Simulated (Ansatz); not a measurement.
## TaAl: computed property card

TaAl (CsCl type, space group No. 221), a = 3.196 Å, b = 3.196 Å, c = 3.196 Å, α = 90.00°, β = 90.00°, γ = 90.00°.

Space group Pm-3m (No. 221), CsCl type; conventional cell a = b = c = 3.196 Å, α = β = γ = 90.00°.

Method: plane-wave PAW PBEsol (Ansatz code). Structure relaxed to zero pressure with the same functional. Other levels are named where they apply.

### Cell and energy

```yaml
volume_per_atom: 16.32 Å³
density: 10.58 g/cm³
Formation energy from the elements (no fitted shifts): 0.098 eV/atom
```

### Electronic structure

```yaml
electronic_character: metallic (no gap)
Density of states at the Fermi level: 1.0 states/eV per atom (mean over ±0.08 eV)
Gap with spin–orbit coupling: none (metallic)
```

### Mechanics

```yaml
Bulk modulus (Birch–Murnaghan fit): 161 GPa
Pressure derivative B′: 4.0
Elastic constants (relaxed ions, GPa): C11 = 2.2, C12 = 242, C44 = 54.5
mechanical_stability: unstable (C has a negative eigenvalue)
```

### Phonons

```yaml
highest_zone_centre_frequency: 296 cm^-1
zone_centre_stability: no imaginary mode at Γ
```

The start of the workflow was typed in or built on a structure type; neither database checked (COD, Materials Project) lists it. Its standing as an ambient phase is unchecked. The PBEsol relaxation kept the symmetry of its start. The run is not spin-polarised. As this level gives no gap, shear constants depend on the k-mesh and smearing (Fermi–Dirac, 0.1 eV here). As this level gives no gap, phonon frequencies hold no LO–TO term and depend on the k-mesh and smearing (Fermi–Dirac, 0.1 eV here). The references are the lowest solids computed at this level, not always the standard phases. Scalar-relativistic: spin–orbit coupling is off unless named, which matters more the heavier the elements.

Potentials: the later of the program's two PAW sets.
